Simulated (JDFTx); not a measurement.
Reference run:

Al(100) slab cut from bulk Al (space group Fm-3m, indices of the conventional cell, lattice of the Materials Project entry mp-134, not re-optimised): 5 atoms in 5 planes, a 1x1 cell of 8.16 Å² (|a| = 2.856, |b| = 2.856 Å), 8.1 Å between the outermost planes, cell height 24.1 Å, 8×8×1 k mesh, Fermi smearing 0.01 Ha, no spin polarisation.

The reference is PBE, GBRV ultrasoft potentials, plane waves to 20/100 Ha; code: JDFTx (a modified build). Unrelaxed; liquid: linear PCM (GLSSA13), water, 1 M NaF. The electron chemical potential μ is absolute (zero in the bulk liquid) and is turned into a potential by U = −μ/e − 4.44 V vs SHE, a convention.

```tsv
run	F per atom, vacuum (eV)	TS per atom (eV)	k states	plane waves per k	work function (eV)	U_pzc (V)
run 1	-57.210	0.433	15	5671	4.39	-0.33
run 2 (reference)	-57.049	0.106	15	5671	4.29	-0.41
run 3	-57.009	0.029	15	5671	4.24	-0.46
run 4	-56.999	0.012	15	5671	4.22	-0.48
```

### Question
One setting differs between these runs. Which?
A. density cutoff alone
B. Fermi smearing width
C. cell height
D. plane-wave cutoffs

### Answer
B, Fermi smearing width. The values, in order: 0.02 Ha; 0.01 Ha; 0.005 Ha; 0.003 Ha.
